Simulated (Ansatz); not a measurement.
Given:

Zr5Ga3:
Space group P6₃/mcm (No. 193); a = b = 8.1054 Å, c = 5.7338 Å, α = β = 90.00°, γ = 120.00°

```csv
atom,site,symmetry,x,y,z
Zr,4d,3.2,0.3333,0.6667,0.0000
Zr,6g,m2m,0.2429,0.2429,0.2500
Ga,6g,m2m,0.6084,0.6084,0.2500
```

This is the r²SCAN-relaxed structure.

### Question
All from plane-wave PAW r²SCAN (Ansatz code), unless another level is named. Estimate the density of states at the Fermi level.

### Answer
1.1 states/eV per atom (mean over ±0.08 eV).

### Question
Predict the formation energy from the elements (no fitted shifts).

### Answer
-0.59 eV/atom.

Space group P6_3/mcm. The first step of the workflow began from a Materials Project structure, measured or hypothetical; the Crystallography Open Database copy checked does not list it. Its standing as an ambient phase is unchecked. Symmetry was held in the r²SCAN relaxation; its stability against distortions is not shown here. No spin polarisation was allowed. Axis ratios of metals converge slowly with the k-mesh, so a and c are less sure than the volume. The references are the lowest solids computed at this level, not always the standard phases. Scalar-relativistic: spin–orbit coupling is off unless named, which matters more the heavier the elements.

Potentials: the later of the program's two PAW sets.
